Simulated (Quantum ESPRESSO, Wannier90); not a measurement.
## Wannier functions of ScTlTe$_{2}$ (R-3m)

```
begin unit_cell_cart
ang
   -2.1369001362    3.7012196067    0.0000000000
   -4.2738002725    0.0000000000    0.0000000000
   -2.1369001362    1.2337398689    8.0731670000
end unit_cell_cart
begin atoms_frac
Sc   0.0000000000  0.0000000000  0.0000000000
Tl   0.5000000000  0.5000000000  0.5000000000
Te   0.2655200000  0.2655200000  0.2034400000
Te  -0.2655200000 -0.2655200000 -0.2034400000
end atoms_frac
```

Materials Project entry mp-13314; symmetrised, unrelaxed at this level. Not found in the COD (Crystallography Open Database) copy used; not checked further. Level: PBEsol, no spin polarisation, no spin-orbit coupling; pw.x of Quantum ESPRESSO at 66 Ry with PseudoDojo potentials, 4×4×4 k-points, Wannier90. Density: 8×8×8 mesh, cold smearing 0.01 Ry. Spin-orbit coupling is left out although heavy elements are present.

Bands 15-21 form an isolated set from -12.11 to -10.74 eV relative to the Fermi level (on the path) and are turned into 7 Wannier functions by minimising the spread from the start: atomic waves Te 5s, Tl 5d.

Centres (Cartesian, Å; one of the equivalent choices) and spreads:

```csv
n,x,y,z,spread (Å²),nearest atom
1,-4.274,2.467,4.037,0.657,Tl2
2,-4.274,2.467,4.037,0.670,Tl2
3,-4.274,2.467,4.037,0.670,Tl2
4,-4.274,2.467,4.037,0.650,Tl2
5,-4.274,2.467,4.037,0.650,Tl2
6,-2.137,1.234,1.609,1.669,Te3
7,2.137,-1.234,-1.609,1.669,Te4
```

Ω_I = 6.61 Å², Ω_total = 6.64 Å²; the interpolated bands follow pw.x to 1.0 meV rms on the path. Only this start was tried; a symmetric start can stop on a saddle, and mixtures of these functions could lower the total by at most Ω_total − Ω_I.
